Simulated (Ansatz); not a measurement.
An Ansatz (a first-principles code) run. Input:

Ansatz 0.2 input:
```yaml
crystal:
  lattice:
    - [3.9999779959, 0.0, 0.0]
    - [-1.9999889979, 3.464082559, 0.0]
    - [0.0, 0.0, 13.1271780675]
  atoms:
    - { symbol: Ga, position: [0.6666666667, 0.3333333333, 0.9998816787] }
    - { symbol: As, position: [0.6666666667, 0.3333333333, 0.1877338405] }
    - { symbol: Ga, position: [0.0, 0.0, 0.2503925402] }
    - { symbol: As, position: [0.0, 0.0, 0.4369919405] }
    - { symbol: Ga, position: [0.3333333333, 0.6666666667, 0.4998816787] }
    - { symbol: As, position: [0.3333333333, 0.6666666667, 0.6877338405] }
    - { symbol: Ga, position: [0.0, 0.0, 0.7503925402] }
    - { symbol: As, position: [0.0, 0.0, 0.9369919405] }
kpoints:
  mp_grid: { grid: [7, 7, 2] }
  band_path:
    path:
      - [[0.0, 0.0, 0.0], [0.5, 0.0, 0.0], [0.3333333333, 0.3333333333, 0.0], [0.0, 0.0, 0.0], [0.0, 0.0, 0.5], [0.5, 0.0, 0.5], [0.3333333333, 0.3333333333, 0.5], [0.0, 0.0, 0.5]]  # Γ-M-K-Γ-A-L-H-A
      - [[0.5, 0.0, 0.5], [0.5, 0.0, 0.0]]  # L-M
      - [[0.3333333333, 0.3333333333, 0.5], [0.3333333333, 0.3333333333, 0.0]]  # H-K
      - [VBM, CBM]
    npoints: 8
hamiltonian:
  xc: r2scan
  pseudopotentials: { kind: paw }
magnetization: { noncollinear: true, spin_orbit: true }
scf:
  n_extra_bands: 16
  convergence: { dr2_threshold: 0.0000000001 }
  occupations: { method: gaussian, width: 0.01 }
checkpoint: { write: soc.run }
output: { eigenvalues: true }
```

Output (shortened):

```
Pseudopotential: Ga, paw_fr, valence charge 13
Pseudopotential: As, paw_fr, valence charge 15
Functional definition: r2SCAN
non-collinear run that drives no moment, with spin-orbit …
Crystal: 8 atoms, lattice volume = 181.894 Å³
Basis set: ecut = 500 eV, 4673 PW (Γ), exchange–correlation on 120×120×384 points (64 copies of the dense FFT grid, shifted against one another)
Bands: 128, of which v1, the nominal top of the filled ones, is band 112 counted from 1 (111 counted from 0)
Symmetry: 12 space group operations + 12 with time reversal
k-points: 16 of 98
Projection manifold: j_resolved (fully-relativistic pseudo-atomic orbitals)
iter 1 solved again at ethr=1.69e-3 eV; its pass at ethr=3.10e-3 eV (dr2=1.90e0 eV) is discarded
SCF iter   1: F=—  HF=-34600.980198 eV  |F-HF|=—  |Δ(HF+E_count)|=         —  Δρ=4.22e-2  dr2=1.90e0  dr2_τ=5.18e-3  dr2_m=0.00e0 (ungated)  ethr=1.69e-3  |M|=0.00e0 ∫|m|=0.00e0 μB  |m|>n=0.0e0 m-floor=0.0e0 τ_xc=0.0e0  β_m=0.30  ⟨swp⟩=1.3  Hψ=11102  notcnv=0
preconditioner: auto → Resta (q_TF=auto, 2.516 Å⁻¹)
spin=Noncollinear: Resta preconditioning applied to the charge; magnetization (m_x, m_y, m_z) channels mix plain (no charge-response kernel on spin).
SCF iter   2: F=—  HF=-34601.030351 eV  |F-HF|=—  |Δ(HF+E_count)|=   5.02e-2  Δρ=3.09e-2  dr2=1.08e0  dr2_τ=1.51e-3  dr2_m=0.00e0 (ungated)  ethr=1.69e-3  |M|=0.00e0 ∫|m|=0.00e0 μB  |m|>n=0.0e0 m-floor=0.0e0 τ_xc=0.0e0  β_m=0.65  ⟨swp⟩=2.0  Hψ=2304  notcnv=0
SCF iter   3: F=—  HF=-34601.090445 eV  |F-HF|=—  |Δ(HF+E_count)|=   6.01e-2  Δρ=5.12e-3  dr2=6.04e-2  dr2_τ=2.37e-4  dr2_m=0.00e0 (ungated)  ethr=9.68e-4  |M|=0.00e0 ∫|m|=0.00e0 μB  |m|>n=0.0e0 m-floor=0.0e0 τ_xc=0.0e0  β_m=0.57  ⟨swp⟩=3.5  Hψ=2945  notcnv=0
SCF iter   4: F=—  HF=-34601.062555 eV  |F-HF|=—  |Δ(HF+E_count)|=   2.79e-2  Δρ=2.85e-3  dr2=1.05e-2  dr2_τ=1.84e-5  dr2_m=0.00e0 (ungated)  ethr=5.39e-5  |M|=0.00e0 ∫|m|=0.00e0 μB  |m|>n=0.0e0 m-floor=0.0e0 τ_xc=0.0e0  β_m=0.78  ⟨swp⟩=3.1  Hψ=3706  notcnv=0
SCF iter   5: F=—  HF=-34601.065052 eV  |F-HF|=—  |Δ(HF+E_count)|=   2.50e-3  Δρ=8.19e-4  dr2=5.14e-4  dr2_τ=4.71e-6  dr2_m=0.00e0 (ungated)  ethr=9.35e-6  |M|=0.00e0 ∫|m|=0.00e0 μB  |m|>n=0.0e0 m-floor=0.0e0 τ_xc=0.0e0  β_m=0.70  ⟨swp⟩=3.5  Hψ=4162  notcnv=0
SCF iter   6: F=—  HF=-34601.064840 eV  |F-HF|=—  |Δ(HF+E_count)|=   2.12e-4  Δρ=3.25e-4  dr2=1.15e-4  dr2_τ=4.59e-7  dr2_m=0.00e0 (ungated)  ethr=4.59e-7  |M|=0.00e0 ∫|m|=0.00e0 μB  |m|>n=0.0e0 m-floor=0.0e0 τ_xc=0.0e0  β_m=0.75  ⟨swp⟩=2.0  Hψ=4096  notcnv=0
SCF iter   7: F=—  HF=-34601.064851 eV  |F-HF|=—  |Δ(HF+E_count)|=   1.06e-5  Δρ=1.08e-4  dr2=1.77e-5  dr2_τ=6.66e-8  dr2_m=0.00e0 (ungated)  ethr=1.03e-7  |M|=0.00e0 ∫|m|=0.00e0 μB  |m|>n=0.0e0 m-floor=0.0e0 τ_xc=0.0e0  β_m=0.88  ⟨swp⟩=2.0  Hψ=3840  notcnv=0
SCF iter   8: F=—  HF=-34601.064864 eV  |F-HF|=—  |Δ(HF+E_count)|=   1.27e-5  Δρ=1.80e-5  dr2=6.47e-7  dr2_τ=2.10e-9  dr2_m=0.00e0 (ungated)  ethr=1.58e-8  |M|=0.00e0 ∫|m|=0.00e0 μB  |m|>n=0.0e0 m-floor=0.0e0 τ_xc=0.0e0  β_m=0.94  ⟨swp⟩=3.0  Hψ=3200  notcnv=0
SCF iter  12: F=-34601.064933 eV  HF=-34601.064933 eV  |F-HF|=0.00e0  |Δ(HF+E_count)|=  2.04e-10  Δρ=1.90e-7  dr2=5.60e-11  dr2_τ=1.11e-13  dr2_m=0.00e0 (ungated)  ethr=1.00e-12  |M|=0.00e0 ∫|m|=0.00e0 μB  |m|>n=0.0e0 m-floor=0.0e0 τ_xc=0.0e0  ⟨swp⟩=3.0  Hψ=5568  notcnv=0
SCF 1 converged in 12 iterations: F = -34601.064933 eV  dr2 = 5.60e-11
NSCF: frozen V_eff on 28 k-points
NSCF: frozen V_eff on 28 k-points
NSCF: frozen V_eff on 28 k-points
NSCF: frozen V_eff on 10 k-points
NSCF: frozen V_eff on 3 k-points
NSCF: frozen V_eff on 3 k-points
NSCF: frozen V_eff on 3 k-points
NSCF: frozen V_eff on 3 k-points
NSCF: frozen V_eff on 3 k-points
NSCF: frozen V_eff on 3 k-points
NSCF: frozen V_eff on 84 k-points
SCF converged after 12 iterations
Magnetization: |M| = 0.0000 μB,  M = (+0.0000, +0.0000, +0.0000) μB
Absolute magnetization: 0.0000 μB (∫|m|)
  site 0: m = (+0.0000, +0.0000, +0.0000) μB, |m| = 0.0000 μB  (R = 1.01 Å)
  site 1: m = (+0.0000, +0.0000, +0.0000) μB, |m| = 0.0000 μB  (R = 1.01 Å)
  site 2: m = (+0.0000, +0.0000, +0.0000) μB, |m| = 0.0000 μB  (R = 1.01 Å)
  site 3: m = (+0.0000, +0.0000, +0.0000) μB, |m| = 0.0000 μB  (R = 1.01 Å)
  site 4: m = (+0.0000, +0.0000, +0.0000) μB, |m| = 0.0000 μB  (R = 1.01 Å)
  site 5: m = (+0.0000, +0.0000, +0.0000) μB, |m| = 0.0000 μB  (R = 1.01 Å)
  site 6: m = (+0.0000, +0.0000, +0.0000) μB, |m| = 0.0000 μB  (R = 1.01 Å)
  site 7: m = (+0.0000, +0.0000, +0.0000) μB, |m| = 0.0000 μB  (R = 1.01 Å)
Free energy (F): -34601.064933 eV
Harris-Foulkes:  -34601.064933 eV  (|F-HF|=0.00e0)
Internal energy: -34601.064933 eV  (E = F + TS)
E sigma→0 (E₀):  -34601.064933 eV
Fermi energy:    8.439635 eV
--- Per-component energies (eV) ---
  E_band       = -1332.647281
  E_kinetic    = 873.951286
  E_local      = -15729.947470  (includes V_loc(G=0)·N_el)
  E_nonlocal   = -969.845786
  E_hartree    = 7931.553859
  E_xc         = -546.172378
  E_vxc        = -575.252174  (∫ρ·V_xc dr)
  E_paw        = -15388.222353  (= ΣΔE_a)
  E_vpaw       = -824.696779  (= ΣTr[D̂ρ^β])
  E_aug_tail   = -0.000172  (compensation charges beyond the density's cutoff)
  E_vtau       = 30.036559  (kinetic-family band-sum trace: ∫τ·v_τ [+ j·A + Jᵃ·Aᵃ] dr)
  E_ewald      = -10764.060108
  E_core_change = -8.321810  (= ΣΔE_core)
  E_smearing   =  0.000000  (= −TS)
  E_closure    = 0.000000  (closes the sum)
  Σ components = -34601.064933   (vs F -34601.064933, Δ=0.00e0)
  [band-id]    e_kinetic+e_local+e_nonlocal+2·e_hartree+e_vxc+e_vpaw+e_augmentation_tail+e_vtau = -1332.646818   (vs E_band -1332.647281, Δ=4.63e-4)
--- Band table (eV; the first three rows and the last of 16) ---
  k-point 0: bands = ["-28.3614", "-28.3614", "-28.3614", "-28.3614", "-28.3593", "-28.3593", "-28.3593", "-28.3593", "-28.3498", "-28.3498", "-28.3498", "-28.3498", "-28.3479", "-28.3479", "-28.3479", "-28.3479", "-27.6365", "-27.6365", "-27.6365", …
  k-point 1: bands = ["-28.3614", "-28.3614", "-28.3614", "-28.3614", "-28.3593", "-28.3593", "-28.3593", "-28.3593", "-28.3498", "-28.3498", "-28.3498", "-28.3498", "-28.3479", "-28.3479", "-28.3479", "-28.3479", "-27.6365", "-27.6365", "-27.6365", …
  k-point 2: bands = ["-28.3614", "-28.3614", "-28.3614", "-28.3613", "-28.3592", "-28.3592", "-28.3592", "-28.3592", "-28.3498", "-28.3498", "-28.3497", "-28.3497", "-28.3477", "-28.3477", "-28.3477", "-28.3477", "-27.6364", "-27.6364", "-27.6363", …
  k-point 15: bands = ["-28.3613", "-28.3613", "-28.3612", "-28.3612", "-28.3588", "-28.3588", "-28.3586", "-28.3586", "-28.3497", "-28.3497", "-28.3496", "-28.3496", "-28.3473", "-28.3473", "-28.3472", "-28.3472", "-27.6360", "-27.6360", "-27.6358", …
```

Cost: roughly 28 core-minutes on shared cores.

Space group P6_3mc. The start of the workflow was typed in or built on a structure type; the Crystallography Open Database copy checked does not list it. It is not the phase usual at ambient conditions (space group No. 216). The cell was relaxed with r²SCAN under the symmetry of its start; whether a distortion lowers the energy is not shown.

Potentials: the later of the program's two PAW sets.

Ansatz is a plane-wave DFT program.
